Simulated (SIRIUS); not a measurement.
A self-consistent single point of AlGa3N4 (P1, 8 atoms in the cell; from Materials Project mp-1019508, changed as shown) with SIRIUS.

Computed with PBEsol, GBRV PBEsol ultrasoft pseudopotentials (plane waves; SIRIUS 7.12.0).

The change in words: atoms moved at random. Reference geometry (P-43m):
```yaml
crystal:
  lattice:
    - [4.47169, 0.00000, 0.00000]
    - [0.00000, 4.47169, 0.00000]
    - [0.00000, 0.00000, 4.47169]
  atoms:
    - { symbol: Al, position: [0.00000, 0.00000, 0.00000] }
    - { symbol: Ga, position: [0.50000, 0.50000, 0.00000] }
    - { symbol: Ga, position: [0.00000, 0.50000, 0.50000] }
    - { symbol: Ga, position: [0.50000, 0.00000, 0.50000] }
    - { symbol: N, position: [0.75571, 0.75571, 0.24429] }
    - { symbol: N, position: [0.75571, 0.24429, 0.75571] }
    - { symbol: N, position: [0.24429, 0.24429, 0.24429] }
    - { symbol: N, position: [0.24429, 0.75571, 0.75571] }
```

Reference input (self-consistent single point, DFT, PBEsol, plane waves, GBRV PBEsol ultrasoft pseudopotentials): parameters.ngridk = 6 6 6; parameters.xc_functionals = [XC_GGA_X_PBE_SOL, XC_GGA_C_PBE_SOL]; parameters.gk_cutoff = 6.325 1/bohr; parameters.pw_cutoff = 14.143 1/bohr; parameters.smearing = gaussian; parameters.smearing_width = 0.0001 Ha; potentials = GBRV PBEsol ultrasoft pseudopotentials; parameters.electronic_structure_method = pseudopotential; parameters.num_bands = 48; parameters.num_mag_dims = 0; parameters.num_dft_iter = 100; parameters.energy_tol = 1e-07 Ha. This run's input differs from it in these lines:

```diff
@@ -45,14 +45,14 @@
       "Al": [
-        [0.0, 0.0, 0.0]
+        [0.000867, 0.003136, 0.006937]
       ],
       "Ga": [
-        [0.5, 0.5, 0.0],
-        [0.0, 0.5, 0.5],
-        [0.5, 0.0, 0.5]
+        [0.507933, 0.495259, -0.000911],
+        [-0.019711, 0.500397, 0.506492],
+        [0.499426, -0.013024, 0.494907]
       ],
       "N": [
-        [0.75571, 0.75571, 0.24429],
-        [0.75571, 0.24429, 0.75571],
-        [0.24429, 0.24429, 0.24429],
-        [0.24429, 0.75571, 0.75571]
+        [0.762783, 0.769814, 0.241214],
+        [0.751302, 0.250034, 0.759457],
+        [0.251107, 0.239395, 0.236928],
+        [0.246294, 0.754989, 0.754976]
       ]
```

Output, abridged:

```
[find] density tolerance         : 1e-06
[find] total energy tolerance    : 1e-07
[find] iter_solver_tol (initial) : 0.01
[find] iter_solver_tol (target)  : 1e-13
[find] num_dft_iter              : 100
Charges and magnetic moments
--------------------------------------------------------------------------------
total charge          : 80.000000
[find] | SCF iteration   0 out of 100|
[diagonalize] iterative solver tolerance (occupied, empty): 0.01 0.01
[diagonalize] average number of iterations: 2
[find] Charges and magnetic moments
[find] total charge          : 80.000000
[find] Energy
[find] smearing (-TS)                 :      -0.00000000
   [... lines left out ...]

[find] Charges and magnetic moments
[find] total charge          : 80.000000
[find] Energy
[find] smearing (-TS)                 :       0.00000000
[find] Total energy                   :    -666.22514038 (Ha),   -1332.45028077 (Ry)
[find] Free energy (E-TS)             :    -666.22514038 (Ha),   -1332.45028077 (Ry)
[find] band gap (eV)                  :       2.19334701
[find] Efermi                         :       0.39597174
[find] iteration : 14, RMS (target) : 6.7624e-07 (1.0000e-06) , energy difference (target) : 4.7748e-12 (1.0000e-07)
[find] bands are converged : false
[find] iterative solver converged : true
[find] converged after 15 SCF iterations!
[find] Charges and magnetic moments
[find] total charge          : 80.000000
[find] Energy
[find] smearing (-TS)                 :       0.00000000
[find] Total energy                   :    -666.22514038 (Ha),   -1332.45028077 (Ry)
[find] Free energy (E-TS)             :    -666.22514038 (Ha),   -1332.45028077 (Ry)
[find] band gap (eV)                  :       2.19334701
[find] Efermi                         :       0.39597174
[ground_state] === stress tensor components [kbar] ===
[ground_state] === stress_total ===
[ground_state]    -3.907454  -10.419807   26.153125
[ground_state]   -10.419807   -1.038704   10.608981
[ground_state]    26.153125   10.608981   -3.681941
[ground_state] ==== total Forces in Ha/bohr =====
   [... lines left out ...]
[ground_state] atom:    3, force:      -0.0081151      0.0184349      0.0089185
[ground_state] atom:    4, force:      -0.0115732     -0.0274090      0.0068585
[ground_state] atom:    5, force:       0.0040224     -0.0191834     -0.0083583
[ground_state] atom:    6, force:      -0.0050173      0.0149878      0.0192824
[ground_state] atom:    7, force:      -0.0054827     -0.0053625      0.0015181
```

The run converged in 15 iterations. SIRIUS prints the stress tensor with tension positive. Against the reference run the free energy goes up by 32.6 meV/atom, the pressure goes from -0.72 to 0.29 GPa, the largest force goes from 0.121 to 1.717 eV/Å and the gap on the mesh goes from 2.288 to 2.193 eV.

Forces above 1 eV/Å remain at this geometry. The structure comes from a collection of computed structures, made at another level of theory; the collection holds predicted forms beside known ones.

Cost on one core: roughly 2.7 core-minutes.

The gap that the log prints is read on the run's mesh, which can miss the band edges or a crossing.
